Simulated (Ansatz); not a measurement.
Ge₂Sb₂Te₅:
```xyz
9
Lattice="4.2475 0.0000 0.0000 -2.1237 3.6784 0.0000 0.0000 0.0000 17.3456" Properties=species:S:1:pos:R:3 pbc="T T T"
Te     0.0000     0.0000     0.0000
Ge     2.1237     1.2261     1.7123
Ge     0.0000     2.4523    15.6333
Te     0.0000     2.4523     3.3815
Te     2.1237     1.2261    13.9641
Sb     0.0000     0.0000     5.4032
Sb     0.0000     0.0000    11.9424
Te     2.1237     1.2261     7.1059
Te     0.0000     2.4523    10.2397
```

Relaxed with r²SCAN+D4. Special points in fractions of this cell's reciprocal vectors: Γ (0.000, 0.000, 0.000); M (0.500, 0.000, 0.000); K (0.333, 0.333, 0.000); A (0.000, 0.000, 0.500); L (0.500, 0.000, 0.500); H (0.333, 0.333, 0.500).

### Question
List the band energies nearest the valence-band maximum at these points for r²SCAN+D4 in the plane-wave PAW code Ansatz.

### Answer
In eV from the valence-band maximum; about four levels below and three above (degenerate sets whole), none deeper than 8.9 eV; points with the same levels are listed once.

| k | below | above |
|---|---|---|
| Γ | -1.40 -1.40 -0.90 -0.68 0.00 | 0.40 0.40 0.65 |
| M | -1.73 -1.60 -1.45 -0.74 | 0.64 1.05 1.12 |
| K | -2.22 -0.86 -0.86 -0.74 | 0.94 0.94 1.29 |
| A | -1.46 -1.46 -1.28 -0.44 -0.12 | 0.52 0.52 0.76 |
| L | -2.05 -1.81 -1.46 -0.57 | 0.60 0.77 1.62 |
| H | -1.85 -1.26 -1.26 -1.14 | 1.61 1.61 1.99 |

Space group P-3m1. The cell was relaxed with r²SCAN+D4 under the symmetry of its start. Spin–orbit coupling is left out wherever it is not named.

Potentials: the later of the program's two PAW sets.
